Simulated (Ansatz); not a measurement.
Pressure against volume: LiGa

```
Li Ga
1.0
     0.00000    3.08450    3.08450
     3.08450    0.00000    3.08450
     3.08450    3.08450    0.00000
Li Ga
2 2
Direct
  0.00000 0.00000 0.00000
  0.25000 0.25000 0.25000
  0.50000 0.50000 0.50000
  0.75000 0.75000 0.75000
```

The cell is COD entry 1540165, as deposited and not checked against the literature; nothing was relaxed.

All numbers are computed: DFT, PBEsol, all-electron LAPW, scalar-relativistic (Ansatz 0.2.0); DFT, PBEsol, PAW with Ansatz's default frozen-core files, scalar-relativistic (Ansatz 0.2.0).

For LAPW: a Γ-centred 12×12×12 k mesh, Fermi–Dirac smearing of 0.05 eV, basis error target 0.5 meV/atom, no spin polarisation. PAW takes a cutoff of 420 eV at this cell (files made with PBE, cores remade for this functional). The Ansatz runs share mesh, smearing and spin set-up. Plane-wave (PAW) pressures include the program's estimate of the Pulay term.

The cell above is scaled evenly, with fractional coordinates and shape held.

| V/V(cell) | V (Å³/atom) | P, LAPW (GPa) | P, PAW (GPa) |
| --- | --- | --- | --- |
| 0.9400 | 13.793 | 2.96 | 2.96 |
| 0.9600 | 14.086 | 1.75 | 1.74 |
| 0.9800 | 14.380 | 0.67 | 0.66 |
| 0.9900 | 14.526 | 0.18 | 0.17 |
| 1.0000 | 14.673 | -0.29 | -0.30 |
| 1.0100 | 14.820 | -0.74 | -0.74 |
| 1.0200 | 14.967 | -1.16 | -1.16 |
| 1.0400 | 15.260 | -1.94 | -1.94 |
| 1.0600 | 15.554 | -2.64 | -2.64 |

Question: What do Birch–Murnaghan fits to the pressures give?

Answer: LAPW: V0 = 14.58 Å³/atom, B0 = 47 GPa, B0′ = 4.4; PAW: V0 = 14.58 Å³/atom, B0 = 47 GPa, B0′ = 4.4.

PAW's V0 lies -0.01 % from the all-electron value and its B0 0.0 %. Symmetry fixes shape and coordinates here, so this is the relaxed modulus.
